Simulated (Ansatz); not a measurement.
Data:

Relaxed BP (zinc blende):

```xyz
2
Lattice="0.0000 2.2742 2.2742 2.2742 0.0000 2.2742 2.2742 2.2742 0.0000" Properties=species:S:1:pos:R:3 pbc="T T T"
P      3.4114     3.4114     3.4114
B      0.0000     0.0000     0.0000
```

In this cell atom 1 (P, nearest neighbour B at 1.970 Å; its periodic images, 3.2 Å or more away, move with it) is moved by s along Cartesian x, unit vector (1.000, 0.000, 0.000); all other atoms and the cell stay fixed.

All values below come from PBE (plane waves to 420 eV, PAW, scalar-relativistic; Ansatz, a quantum-chemistry and plane-wave program). k mesh 10×10×10 (Γ-centred), Fermi-Dirac smearing 0.05 eV. The energy includes the smearing's −TS. As the smearing reaches across the gap at some points, energies and forces of such displacements shift with the k mesh and the smearing. BP was relaxed with its symmetry unable to fall. ΔE is measured from the undisplaced structure.

The scan covers s from -0.390 to 0.390 Å in 11 points.

Q: Is the energy the same for equal positive and negative displacements?

A: Even: the same for both signs. With its periodic images moving along, the atom's site symmetry in this cell is -43m.

Q: What force acts on the atom along the line at s = -0.390 Å?

A: 5.85 eV/Å.

Q: What is the force constant k = d²E/ds² of this move at s = 0?

A: 18.9 eV/Å².

Q: With two atoms in the cell this is the zone-centre optical mode. What wavenumber follows?

A: 800 cm⁻¹.

(For displaced atoms, the force is minus the slope of the energy, and its curvature is a force constant, which sets phonon frequencies.)
